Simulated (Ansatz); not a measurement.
Values for one crystal, relaxed and computed with the program Ansatz at the r²SCAN level (PAW); other levels are named.

```yaml
volume_per_atom: 25.98 Å³
band_gap: 2.04 eV (indirect)
Formation energy from the elements (no fitted shifts): -0.19 eV/atom
conduction_band_minimum: at Y2 (k = 0.500, 0.000, 0.000)
smallest_direct_gap_on_the_standard_path: 2.09 eV
valence_band_maximum: at Γ
```

Problem. Pick the material that matches.
A. BSe2, P2_1/c (Pearson symbol mP24)
B. MgSe, rock salt
C. ZnSe, zinc blende
D. Cd2SeS, P3m1 (Cd on 1a, Cd on 1b, Se on 1b, S on 1a)

Solution. A, BSe2, P2_1/c (Pearson symbol mP24)

The first step of the workflow began from a Materials Project structure, measured or hypothetical; the Crystallography Open Database copy checked does not list it. Its standing as an ambient phase is unchecked. Symmetry was held in the r²SCAN relaxation; its stability against distortions is not shown here. A crystal of weakly bound chains computed without a dispersion correction: the cell and the soft elastic constants depend strongly on that. The references are the lowest solids computed at this level, not always the standard phases. Spin–orbit coupling is left out wherever it is not named.

Potentials: the later of the program's two PAW sets.
